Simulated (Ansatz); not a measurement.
La (hcp type), DFT, LDA, all-electron LAPW, scalar-relativistic (Ansatz 0.2.0), on 1 thread of Arm Neoverse V1 (shared host).

Command: `ansatz run input.yaml --threads 1 --pin off --max-ram 3584MiB --backend cpu --events-out ev --progress --plain --runs-dir out`

```yaml
crystal:
  lattice:
    - [3.4341111256, 0.0, 0.0]
    - [-1.7170555628, 2.9740274742, 0.0]
    - [0.0, 0.0, 5.7131703729]
  atoms:
    - { symbol: La, position: [0.3333333333, 0.6666666667, 0.25] }
    - { symbol: La, position: [0.6666666667, 0.3333333333, 0.75] }
kpoints:
  mp_grid: { grid: [13, 13, 7] }
scf:
  occupations: { method: fermi_dirac, width: 0.08 }
hamiltonian:
  xc: lda
  pseudopotentials: { kind: all_electron, lapw: { basis_error: 0.0005 } }
output:
  forces: true
  stress: true
  eigenvalues: true
relax:
  f_tol: 0.005
  max_steps: 12
  cell: { p_target: 3.5, stress_tol: 0.03 }
```

Question: How large is the problem that the program sets up?

Answer: 84 irreducible k-points, 287 plane waves at Γ, 35 bands.

Question: About how long does it take?

Answer: 41 s of wall time for 11 SCF iterations over 2 geometries. Times on shared machines scatter by tens of per cent.
